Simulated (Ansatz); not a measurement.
Relax this structure to zero stress and force, keeping its symmetry:

```
Bi Te
1.0
     2.19300    1.26613   10.16567
    -2.19300    1.26613   10.16567
     0.00000   -2.53226   10.16567
Bi Te
2 3
Direct
  0.40000 0.40000 0.40000
  0.60000 0.60000 0.60000
  0.00000 0.00000 0.00000
  0.20950 0.20950 0.20950
  0.79050 0.79050 0.79050
```

These are results of DFT r2SCAN, scalar-relativistic, plane waves, PAW (Ansatz 0.2.0), not measurements.

Cutoff 500 eV; k points 12×12×12 on the computed 5-atom cell (Γ-centred); Gaussian smearing, width 0.02 eV; no spin polarisation.

Question: What does it relax to?

Answer: The volume increases by 2.56 Å³/atom to 36.43 Å³/atom, and the energy falls by 17.6 meV/atom. Final structure:
```
Bi Te
1.0
     2.20935    1.27557   10.77308
    -2.20935    1.27557   10.77308
     0.00000   -2.55114   10.77308
Bi Te
2 3
Cartesian
  0.0000 0.0000 12.8252
  0.0000 0.0000 19.4941
  0.0000 0.0000 0.0000
  0.0000 0.0000 7.0159
  0.0000 0.0000 25.3033
```

Spin–orbit coupling is left out, which can shift energies with elements as heavy as these.

Cost: 1 run of about 25 core-minutes, on Arm Neoverse V1 (shared hosts).